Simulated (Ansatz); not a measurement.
LiCl:
```yaml
crystal:
  lattice:
    - [0.00000, 2.55750, 2.55750]
    - [2.55750, 0.00000, 2.55750]
    - [2.55750, 2.55750, 0.00000]
  atoms:
    - { symbol: Li, position: [0.00000, 0.00000, 0.00000] }
    - { symbol: Cl, position: [0.50000, 0.50000, 0.50000] }
```

Relaxed with HSE06. Special points in fractions of this cell's reciprocal vectors: Γ (0.000, 0.000, 0.000); X (0.500, 0.000, 0.500); U (0.625, 0.250, 0.625); K (0.375, 0.375, 0.750); L (0.500, 0.500, 0.500); W (0.500, 0.250, 0.750).

Problem. List the band energies nearest the valence-band maximum at these points for HSE06 in the plane-wave PAW code Ansatz.

Solution. In eV from the valence-band maximum; about four levels below and three above (degenerate sets whole), none deeper than 8.9 eV; points with the same levels are listed once.

| k | below | above |
|---|---|---|
| Γ | 0.00 0.00 0.00 | 7.77 13.37 13.37 13.37 |
| X | -3.15 -1.21 -1.21 | 9.28 9.58 14.22 |
| U | -2.70 -1.94 -0.91 | 9.47 11.41 13.09 |
| L | -3.09 -0.29 -0.29 | 8.13 10.97 10.97 |
| W | -2.31 -2.31 -1.16 | 11.04 11.70 11.94 11.94 |

Space group Fm-3m (rock salt). Symmetry was held in the HSE06 relaxation. The hybrid was solved on a coarse mesh, the path and, where they were found, the r²SCAN edge points; its band edges are the extreme levels among these.

Potentials: the earlier of the program's two PAW sets. The files were generated under PBE; for other functionals the program regenerates the frozen cores, and for LDA and PBEsol the local potential too.
